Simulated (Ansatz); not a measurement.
Level: r2SCAN, no spin polarisation; 500 eV; 4×4×7 Γ-centred mesh; methfessel-paxton occupations (width 0.0264 eV); Ansatz 0.2.0, fixed geometry.

Computed maps in the lattice plane spanned by a (left to right, 7.56 Å, 23 points from zero) and b (bottom to top, 7.56 Å, 23 points from zero), 120° apart, at height 0.250 along c. The fields are smooth PAW ones with compensation charges, not the true ones near nuclei.

Valence density. Digits on a logarithmic scale: 0 up to 0.03 e/Å³, each further digit a factor of 1.6, 9 from 1.3 e/Å³ up:
```
77679999987775776555677
66689999977777776766666
55699999866777789987665
45799998666677899997654
45688876555668999997544
56777655445579999996444
67777654445689999975445
77776544445689999754456
75776544456678986544567
67766555566777665444567
77766656677776555555567
77788767777765557776566
78999877756765699996556
99999877777656999996556
99999877776569999995568
99999666665579999975569
99997555554579999754579
99865444444579997544579
77654444444556665444567
66654445555555555544456
67655567766556666544456
77666799986667776544456
87667999997776776544567
```

**Question.** The cell is ZrB4Ir3. Which atoms lie within 0.2 Å of this plane, and where (fractions of a and b)?

**Answer.** Ir at (0.07, 0.33), Ir at (0.67, 0.74), Ir at (0.26, 0.93), Zr at (0.67, 0.33), B at (0.40, 0.44), B at (0.56, 0.96), B at (0.04, 0.60). The whole cell:
```
Ir Zr B
1.0
     7.56311    0.00000    0.00000
    -3.78155    6.54984    0.00000
     0.00000    0.00000    3.49398
Ir Zr B
6 2 8
Cartesian
  -0.6871 2.1516 0.8735
  5.3562 0.4808 2.6205
  2.2617 4.8790 0.8735
  4.4687 4.3982 2.6205
  -1.5746 6.0691 0.8735
  1.5198 1.6709 2.6205
  -0.0004 4.3668 2.6205
  3.7812 2.1831 0.8735
  0.0000 0.0000 0.0000
  0.0000 0.0000 1.7470
  1.3273 2.8754 0.8735
  5.7366 2.5872 2.6205
  0.6277 6.2617 0.8735
  2.4542 3.6745 2.6205
  -1.9551 3.9627 0.8735
  3.1538 0.2882 2.6205
```

Origin: a known structure type with other elements, at an estimated volume, so it need not be a known compound.
